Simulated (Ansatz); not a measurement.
A geometry of W away from equilibrium: step 2 of the relaxation of a relaxed W cell displaced along its unstable phonon at q = Γ (97i cm⁻¹), largest move 0.15 Å. Method: r2SCAN (plane waves to 500 eV, PAW, scalar-relativistic; Ansatz, a first-principles code). Γ-centred k-mesh 14×14×14 on the run's cell (coarser than for final values), Fermi–Dirac smearing 0.05 eV.

```xyz
2
Lattice="-2.5793 2.5033 1.3256 2.5793 -2.5033 1.3256 2.5793 2.5033 -1.3256" Properties=species:S:1:pos:R:3:forces:R:3 pbc="T T T" free_energy=-20794.097 pressure_GPa=3.2
W      0.0000     2.5033     0.7697    0.0000    0.0000    0.0604
W      0.0000     0.0000    -0.1069    0.0000    0.0000   -0.0604
```

Positions in Å, forces in eV/Å, free energy of the cell in eV (comparable only within this code, potentials and settings). Largest force: 0.06 eV/Å, on W1, W2 (atoms numbered as listed); the geometry lies 0.01 eV/atom above the end of its relaxation.

No spin polarisation in the result.

The run could not lose the symmetry of its start: the end is stationary, and may be a saddle point rather than a minimum.

The end of the path is a generated cell of W: the first start was made by placing the elements on the sites of a structure type, and the end was not matched to a known phase here, so it may be hypothetical. Known forms of W include space group No. 229.
